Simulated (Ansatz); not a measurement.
NaH4IO2 in space group P-1 (No. 2; Pearson symbol aP16), the program Ansatz at the LDA level (PAW). The conduction-band minimum lies at Γ, with 1 equivalent valley. Second derivatives d²E/dk² of the lowest band at one valley (eV·Å²), along Cartesian directions:

```tsv
direction	d²E/dk²
[100]	22.68
[010]	21.68
[001]	19.88
[110]	21.88
[101]	22.01
[011]	21.55
```

### Question
Find the principal effective masses, the density-of-states mass and the conductivity mass.

### Answer
Off-diagonal terms follow from H_xy = H[110] − (H_xx + H_yy)/2, and m*/mₑ = 7.620 eV·Å² over each eigenvalue: 0.33, 0.35, 0.39. One valley's DOS mass (m₁m₂m₃)^(1/3) = 0.36, conductivity mass 3/(Σ 1/mᵢ) = 0.36 mₑ.

### Question
What effective density of states Nc follows at 300 K for parabolic valleys?

### Answer
Nc = 2.509e19 × 1 × (0.36)^(3/2) ≈ 5.4e18 cm⁻³.

### Question
With the computed static dielectric constant 4.73 (mean of the diagonal), estimate a hydrogenic donor's binding energy and radius.

### Answer
E = 13.606 eV × 0.36/4.73² ≈ 220 meV; a = 0.529 Å × ε/m* ≈ 7.0 Å. Semilocal masses tend to be too small where the gap is.

The workflow started from a Materials Project entry (that database holds measured and hypothetical structures alike); the Crystallography Open Database files this formula in space group No. 2, but the cells were not matched. Whether it is the stable phase at ambient conditions was not checked. The cell was relaxed with LDA under the symmetry of its start; of distortions, only those at the zone centre were tested. A crystal of weakly bound layers computed without a dispersion correction: the cell and the soft elastic constants depend strongly on that. Scalar-relativistic: spin–orbit coupling is off unless named, which matters more the heavier the elements.

Potentials: the later of the program's two PAW sets.
